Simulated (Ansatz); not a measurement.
Input:

Y2CI2:
```yaml
crystal:
  lattice:
    - [3.86360, 0.00000, 0.00000]
    - [-1.93180, 3.34598, 0.00000]
    - [0.00000, 0.00000, 10.56860]
  atoms:
    - { symbol: Y, position: [0.33333, 0.66667, 0.12385] }
    - { symbol: Y, position: [0.66667, 0.33333, 0.87615] }
    - { symbol: C, position: [0.00000, 0.00000, 0.00000] }
    - { symbol: I, position: [0.33333, 0.66667, 0.67233] }
    - { symbol: I, position: [0.66667, 0.33333, 0.32767] }
```

This is the r²SCAN+D4-relaxed structure. Tensor components refer to the Cartesian frame of this cell.

**Question.** All from r²SCAN+D4 in the plane-wave PAW code Ansatz, unless another level is named. Estimate the HSE06 gap on the r²SCAN+D4 cell.

**Answer.** 1.17 eV.

**Question.** Next, the band gap?

**Answer.** 0.81 eV (indirect).

**Question.** And the hole effective mass, band 2 of 2 at the edge?

**Answer.** 0.22 along x, 2.5 along z (mₑ).

**Question.** What about the valence-band maximum?

**Answer.** at Γ.

Space group P-3m1. The workflow started from a Materials Project entry (that database holds measured and hypothetical structures alike); the Crystallography Open Database copy checked does not list it. Its standing as an ambient phase is unchecked. The cell was relaxed with r²SCAN+D4 under the symmetry of its start; whether a distortion lowers the energy is not shown. The run is not spin-polarised. Spin–orbit coupling is left out wherever it is not named.

Potentials: the later of the program's two PAW sets.
